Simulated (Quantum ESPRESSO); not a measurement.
# Where does Sc sit best among Ga sites?

The results below are calculated, not measured. They come from pw.x of Quantum ESPRESSO 7.5, a plane-wave density functional program, with PseudoDojo standard norm-conserving files (v0.5 for PBE, v0.4.1 for LDA and PBEsol). The cells are made up: elements, strain and atom displacements were drawn at random, and nothing was relaxed. There is no spin polarisation, spin-orbit coupling or dispersion term.

The cell has 8 sites of a zincblende or diamond lattice. Sites 1 to 4 hold X X X X; sites 5 to 8 hold As As As P. Cell vectors in Å: (6.012, -0.048, 0.005); (-0.048, 5.947, -0.048); (0.005, -0.048, 6.014). Settings: PBE, cutoff 1143 eV, 4 x 4 x 4 k mesh shifted by half a step, Fermi-Dirac smearing of 0.025 eV.

In each run one of the sites marked X holds Sc and the others hold Ga; cell and positions stay the same. E is the free energy of the cell.

| site of the guest | first shell | mean distance (Å) | E above the lowest (eV) | P (GPa) | force on the guest (eV/Å) |
| --- | --- | --- | --- | --- | --- |
| 1 | As3P | 2.584 | 0.102 | -3.93 | 1.242 |
| 2 | As3P | 2.621 | 0.000 | -4.19 | 1.291 |
| 3 | As3P | 2.573 | 0.109 | -3.86 | 0.823 |
| 4 | As3P | 2.603 | 0.024 | -4.09 | 0.819 |

A rerun of one of these cells at 1437 eV and k mesh 6 x 6 x 6 moved values by no more than 0.007 eV in the cell's energy, 0.02 GPa in stress and 0.004 eV/Å in force.

## Reading the table

Site 2 is lowest, by 0.024 eV, over three times the rerun's bound. A straight line of energy against the mean distance has a slope of -2.5 ± 0.5 eV/Å, so the guest costs less on the roomier sites. The positions are random and not relaxed, so the differences hold for this frozen cell and are not site preferences of a real crystal.